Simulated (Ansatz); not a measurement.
ZrAs:
Space group P6₃/mmc (No. 194); a = b = 3.8313 Å, c = 12.8918 Å, α = β = 90.00°, γ = 120.00°

```csv
atom,site,symmetry,x,y,z
Zr,4f,3m.,0.3333,0.6667,0.1166
As,2a,-3m.,0.0000,0.0000,0.0000
As,2d,-6m2,0.6667,0.3333,0.2500
```

Relaxed at zero pressure with plane-wave PAW r²SCAN (Ansatz code).

### Question
The volume is raised by 3 % and shape and atoms relax at that volume. What pressure results, and how do the axes share the change?

### Answer
-3.5 GPa; a 1.1 %, b 1.1 %, c 0.8 %; the energy rises by 7 meV/atom.

### Question
Give the new structure.

### Answer

Space group P6₃/mmc (No. 194); a = b = 3.8738 Å, c = 12.9889 Å, α = β = 90.00°, γ = 120.00°

```json
[
 {"atom": "Zr", "site": "4f", "symmetry": "3m.", "x": "0.3333", "y": "0.6667", "z": "0.1165"},
 {"atom": "As", "site": "2a", "symmetry": "-3m.", "x": "0.0000", "y": "0.0000", "z": "0.0000"},
 {"atom": "As", "site": "2d", "symmetry": "-6m2", "x": "0.6667", "y": "0.3333", "z": "0.2500"}
]
```

The phase is kept; no other phase was compared at this pressure.

Space group P6_3/mmc. The workflow started from an entry of the Crystallography Open Database (COD). Whether it is the stable phase at ambient conditions was not checked. The cell was relaxed with r²SCAN under the symmetry of its start; whether a distortion lowers the energy is not shown. No spin polarisation was allowed.

Potentials: the later of the program's two PAW sets.
